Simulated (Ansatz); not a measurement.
TiSi: modes against the lattice constant

Level of theory: Ansatz 0.2.0, DFT PBEsol, scalar-relativistic, plane waves, PAW. Cutoff 420 eV, 14×14×14 k-points (Γ-centred), Fermi-Dirac smearing of 0.15 eV. No spin polarisation. Phonons by linear response, acoustic sum rule imposed.

The cell is fixed (symmetry leaves no force on the atoms) and stands under -5.6 GPa:
```
CELL_PARAMETERS angstrom
0.00000 2.56210 2.56210
2.56210 0.00000 2.56210
2.56210 2.56210 0.00000
ATOMIC_POSITIONS crystal
Ti 0.00000 0.00000 0.00000
Si 0.50000 0.50000 0.50000
```

The cell is the ideal cubic rocksalt prototype; whether it is the stable structure of this composition wasn't checked. In a metal, frequencies and elastic constants depend on the k mesh and the smearing, soft modes and shear constants most.

Question: How do the optical zone-centre modes (counted from the lowest optical one, degenerate ones once; i marks imaginary ones) of this metal change over a = 4.832 and 5.124 Å (k meshes 16×16×16, 14×14×14)?

Answer:
```tsv
a (Å)	4.832	5.124
pressure (GPa)	19.4	-5.6
mode 1 (cm⁻¹)	486	379
```

Cost: 2 runs of about 1.8 core-minutes in all, on Arm Neoverse N1 (shared hosts).